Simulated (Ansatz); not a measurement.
Hf (hcp, Mg type), conventional cell a = 3.1591 Å, b = 3.1591 Å, c = 4.9999 Å, α = 90.00°, β = 90.00°, γ = 120.00°. The calculation uses the primitive cell of 2 atoms, to which meshes and values per cell refer.

Two coordinates are scanned: the volume, and the ratio of the stretch along z (the conventional c axis) to the stretch across it. Atoms keep their fractional coordinates.

The numbers are results of PBEsol (plane waves to 420 eV, PAW, scalar-relativistic; Ansatz, a program for electronic structure), not measurements. k mesh 17×17×9 (Γ-centred), Fermi-Dirac smearing 0.05 eV. Energies are smeared free energies. With partly filled bands, the response to shear is sensitive to the k mesh, so small differences along c/a are uncertain. Hf is run without spin polarisation. Hf was relaxed with its symmetry unable to fall. Spin-orbit coupling is left out, though Hf is heavy. The zero of ΔE is the relaxed starting cell.

### Question
What ΔE (meV/atom) does the calculation give at all points of the grid V/V₀ = 0.960, 0.973, 0.987, 1.000, 1.013, 1.027, 1.040 by (c/a)/(c/a)₀ = 0.880, 0.920, 0.960, 1.000, 1.040, 1.080, 1.120?

### Answer
ΔE (meV/atom), with V/V₀ across and (c/a)/(c/a)₀ down:

```
(c/a)/(c/a)₀ \ V/V₀  0.960  0.973  0.987  1.000  1.013  1.027  1.040
-------------------  -----  -----  -----  -----  -----  -----  -----
0.880                  111    101     95     92     91     93     97
0.920                   57     48     43     40     40     43     48
0.960                   24     16     11     10     11     14     20
1.000                   13      6      1      0      1      5     12
1.040                   21     14     10      9     10     14     21
1.080                   45     38     34     33     34     38     44
1.120                   81     74     70     68     70     73     80
```

(A scan under strain: stresses follow from slopes of the energy per volume, elastic moduli from its curvatures.)
